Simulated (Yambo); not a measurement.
KHgF3 (space group Cmmm, No. 65, within 0.06 Å of Pm-3m), G0W0@LDA (Yambo, plasmon pole, terminator in G, 2×2×2 mesh): gap (-0.5, -0.5, -0.5) → Γ in eV by bands and screening block.

```json
[
 {"bands (W and G)": "42", "2 Ry": "3.89", "3 Ry": "3.55", "4 Ry": "3.45", "6 Ry": "3.35", "7 Ry": "3.34"},
 {"bands (W and G)": "60", "2 Ry": "3.54", "3 Ry": "3.16", "4 Ry": "3.05", "6 Ry": "2.96", "7 Ry": "2.95"},
 {"bands (W and G)": "83", "2 Ry": "3.31", "3 Ry": "…", "4 Ry": "2.77", "6 Ry": "2.69", "7 Ry": "2.68"},
 {"bands (W and G)": "112", "2 Ry": "3.22", "3 Ry": "2.76", "4 Ry": "2.64", "6 Ry": "2.56", "7 Ry": "2.55"},
 {"bands (W and G)": "142", "2 Ry": "…", "3 Ry": "2.71", "4 Ry": "…", "6 Ry": "2.50", "7 Ry": "2.50"}
]
```

**Question.** Estimate the withheld gaps from their neighbours; the computed values follow.

**Answer.** 
- 83, 3 Ry: 2.88
- 142, 2 Ry: 3.19
- 142, 4 Ry: 2.58

The largest settings aren't shown to be the converged limit.

Spin-orbit coupling is not included.

Geometry of the Materials Project entry, not relaxed at this level; primitive cell a = 4.5326 Å, b = 4.5326 Å, c = 4.5244 Å, α = 90.00°, β = 90.00°, γ = 90.11°.
